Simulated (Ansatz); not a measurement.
YPt3:
```yaml
crystal:
  lattice:
    - [4.06192, 0.00000, 0.00000]
    - [0.00000, 4.06192, 0.00000]
    - [0.00000, 0.00000, 4.06192]
  atoms:
    - { symbol: Pt, position: [0.00000, 0.50000, 0.50000] }
    - { symbol: Pt, position: [0.50000, 0.00000, 0.50000] }
    - { symbol: Pt, position: [0.50000, 0.50000, 0.00000] }
    - { symbol: Y, position: [0.00000, 0.00000, 0.00000] }
```

Relaxed with PBEsol. Special points in fractions of this cell's reciprocal vectors: Γ (0.000, 0.000, 0.000); X (0.000, 0.500, 0.000); M (0.500, 0.500, 0.000); R (0.500, 0.500, 0.500).

Problem. List the band energies nearest the Fermi level at these points for DFT-PBEsol with spin–orbit coupling in the program Ansatz with PAW potentials.

Solution. In eV from the Fermi level; about four levels below and three above (degenerate sets whole), none deeper than 8.9 eV; points with the same levels are listed once.

```csv
k,below,above
Γ,-0.09 -0.09 0.00 0.00,0.51 0.51 0.51 0.51
X,-1.69 -1.69 -0.63 -0.63,0.39 0.39 2.13 2.13
M,-1.34 -1.34 -1.09 -1.09,1.85 1.85 1.88 1.88
R,-0.50 -0.50 -0.29 -0.29,0.16 0.16 0.16 0.16
```

Space group Pm-3m (Cu3Au type). The workflow started from an entry of the Crystallography Open Database (COD). Whether it is the stable phase at ambient conditions was not checked. The cell was relaxed with PBEsol under the symmetry of its start; of distortions, only those at the zone centre were tested. The run is not spin-polarised.

Potentials: the later of the program's two PAW sets.
